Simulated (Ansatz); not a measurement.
SnMo$_{2}$C:
```
SnMo2C
1.0
    3.18474     0.00000     0.00000
   -1.59237     2.75807     0.00000
    0.00000     0.00000    13.40996
Sn Mo C
2 4 2
Direct
  0.33333   0.66667   0.75000
  0.66667   0.33333   0.25000
  0.33333   0.66667   0.08084
  0.66667   0.33333   0.58084
  0.66667   0.33333   0.91916
  0.33333   0.66667   0.41916
  0.00000   0.00000   0.00000
  0.00000   0.00000   0.50000
```

Relaxed with r²SCAN in the plane-wave PAW code Ansatz. Indices refer to the conventional cell of P6_3/mmc, a = 3.1847 Å, b = 3.1847 Å, c = 13.4100 Å, α = 90.00°, β = 90.00°, γ = 120.00°.

**Question.** Simulate the powder diffraction pattern (Cu Kα, λ = 1.54184 Å; lines above 1 %) up to 2θ = 90°.

**Answer.** Simulated powder pattern, Cu Kα, λ = 1.54184 Å (kinematic, ideal powder, no thermal factors, no anomalous dispersion; the 30 strongest lines at most, above 1 %, up to 2θ = 90°):

```json
[
 {"2θ (°)": "26.59", "d (Å)": "3.352", "I/Imax (%)": "1.1", "hkl": "(0004)"},
 {"2θ (°)": "32.46", "d (Å)": "2.758", "I/Imax (%)": "23", "hkl": "(1 0 -1 0)"},
 {"2θ (°)": "38.35", "d (Å)": "2.347", "I/Imax (%)": "100", "hkl": "(1 0 -1 3)"},
 {"2θ (°)": "40.36", "d (Å)": "2.235", "I/Imax (%)": "18", "hkl": "(0006)"},
 {"2θ (°)": "52.71", "d (Å)": "1.736", "I/Imax (%)": "14", "hkl": "(1 0 -1 6)"},
 {"2θ (°)": "57.91", "d (Å)": "1.592", "I/Imax (%)": "20", "hkl": "(1 1 -2 0)"},
 {"2θ (°)": "67.98", "d (Å)": "1.379", "I/Imax (%)": "2.7", "hkl": "(2 0 -2 0)"},
 {"2θ (°)": "71.61", "d (Å)": "1.318", "I/Imax (%)": "15", "hkl": "(2 0 -2 3)"},
 {"2θ (°)": "72.04", "d (Å)": "1.311", "I/Imax (%)": "15", "hkl": "(1 0 -1 9)"},
 {"2θ (°)": "72.95", "d (Å)": "1.297", "I/Imax (%)": "18", "hkl": "(1 1 -2 6)"},
 {"2θ (°)": "82.12", "d (Å)": "1.174", "I/Imax (%)": "3.9", "hkl": "(2 0 -2 6)"},
 {"2θ (°)": "87.24", "d (Å)": "1.117", "I/Imax (%)": "2.1", "hkl": "(0 0 0 12)"}
]
```

The start of the workflow was typed in or built on a structure type; neither database checked (COD, Materials Project) lists it. Its standing as an ambient phase is unchecked. Symmetry was held in the r²SCAN relaxation; its stability against distortions is not shown here. No spin polarisation was allowed. Scalar-relativistic: spin–orbit coupling is off unless named, which matters more the heavier the elements.

Potentials: the earlier of the program's two PAW sets.
